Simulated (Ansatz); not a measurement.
Here is an unrelaxed guess for ScAl2Sb2As.

```cif
data_structure
_symmetry_space_group_name_H-M 'P 1'
_symmetry_Int_Tables_number 1
_cell_length_a 4.4306
_cell_length_b 4.4306
_cell_length_c 9.1694
_cell_angle_alpha 90.000
_cell_angle_beta 90.000
_cell_angle_gamma 120.000
_cell_volume 155.88
loop_
_atom_site_label
_atom_site_type_symbol
_atom_site_fract_x
_atom_site_fract_y
_atom_site_fract_z
_atom_site_occupancy
Sc1 Sc 0.00000 0.00000 0.00000 1
Al1 Al 0.00000 0.00000 0.69627 1
Al2 Al 0.00000 0.00000 0.30373 1
Sb1 Sb 0.33333 0.66667 0.50000 1
Sb2 Sb 0.66667 0.33333 0.50000 1
As1 As 0.00000 0.00000 0.50000 1
```

These are results of DFT PBE, scalar-relativistic, plane waves, PAW (Ansatz 0.2.0), not measurements. Cutoff 420 eV; k points 6×6×2 on the computed 6-atom cell (Γ-centred); Gaussian smearing, width 0.10 eV; no spin polarisation.

The zero of energy is the elements' standard structures at the same level; no fitted shifts are applied.

**Question.** Estimate its pressure, forces and energy as it stands.

**Answer.** The pressure is 48.8 GPa (the mean over three directions, positive in compression), the largest force is 18.32 eV/Å, and the energy is +3.20 eV/atom against the elements. The shortest distance is 1.80 Å, so close that the PAW spheres overlap strongly and these values are rough.

**Question.** Is it a good guess?

**Answer.** A poor one: relaxing gains about 2.2 eV/atom (the start's value is from the coarse mesh, so the gain is rough) in 16 ionic steps and ends at +1.01 eV/atom on the finer mesh. The symmetry stays P6/mmm (No. 191). The volume per atom grows by 63.4 %, from 26.0 to 42.4 Å³. The shortest distance goes from 1.80 Å (Al–As) to 2.38 Å (Al–As). Conventional cell: a = 5.349 Å, c = 10.280 Å. Around Sc lie 2 Al at 2.76 Å; around Al lie 1 As at 2.38 Å, 1 Sc at 2.76 Å and 6 Sb at 3.90 Å; Sb is surrounded by 3 As at 3.09 Å, 3 Sb at 3.09 Å and 6 Al at 3.90 Å; around As lie 2 Al at 2.38 Å and 6 Sb at 3.09 Å.

The last run used collinear spin, a 12×12×4 mesh (in the run's order of axes) for its 6-atom cell and Gaussian smearing of 0.10 eV. Spin–orbit coupling, which can matter for Sb, is left out. The reference form of As is held partly by dispersion forces, which this level lacks. The magnetic state reached may not be the lowest. The relaxation can't lower the symmetry of the start, and the grade says only how near the guess is to its own end. Symmetry constrained the relaxation, so the result can be a saddle point. Another cell of ScAl2Sb2As relaxed alike but without spin, in P-3m1, lies 1.12 eV/atom lower, so this cell isn't the stable form at this level.
